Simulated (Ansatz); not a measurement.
BaGaBO3F2:
Space group P6₃/m (No. 176); a = b = 4.8941 Å, c = 9.5766 Å, α = β = 90.00°, γ = 120.00°

```json
[
 {"atom": "Ba", "site": "2b", "symmetry": "-3..", "x": "0.0000", "y": "0.0000", "z": "0.0000"},
 {"atom": "Ga", "site": "2c", "symmetry": "-6..", "x": "0.3333", "y": "0.6667", "z": "0.2500"},
 {"atom": "B", "site": "2d", "symmetry": "-6..", "x": "0.6667", "y": "0.3333", "z": "0.2500"},
 {"atom": "O", "site": "6h", "symmetry": "m..", "x": "0.3753", "y": "0.3102", "z": "0.2500"},
 {"atom": "F", "site": "4f", "symmetry": "3..", "x": "0.3333", "y": "0.6667", "z": "0.0457"}
]
```

Relaxed with r²SCAN.

Task: Tabulate the valence density and the electron localisation function along the shortest Ga–O contact (1.86 Å), the program Ansatz at the r²SCAN level (PAW).

Result: 

```tsv
distance from Ga (Å)	density (e/Å³)	ELF
0.19	36.21	0.04
0.28	22.60	0.01
0.37	12.05	0.02
0.46	5.78	0.04
0.56	2.70	0.08
0.65	1.42	0.14
0.74	0.94	0.19
0.84	0.79	0.26
0.93	0.81	0.40
1.02	0.97	0.60
1.11	1.26	0.76
1.21	1.76	0.82
1.30	2.55	0.82
1.39	3.63	0.78
1.48	4.84	0.69
1.58	5.95	0.54
1.67	6.82	0.37
```

The density is the valence pseudo-density with augmentation charge, so density and ELF within about 1 Å of a nucleus are not all-electron values.

Space group P6_3/m. The workflow started from a Materials Project entry (that database holds measured and hypothetical structures alike); the Crystallography Open Database files this formula in space group No. 176, but the cells were not matched. Its standing as an ambient phase is unchecked. The r²SCAN relaxation kept the symmetry of its start; its stability against distortions is not shown here. Scalar-relativistic: spin–orbit coupling is off unless named, which matters more the heavier the elements.

Potentials: the later of the program's two PAW sets.
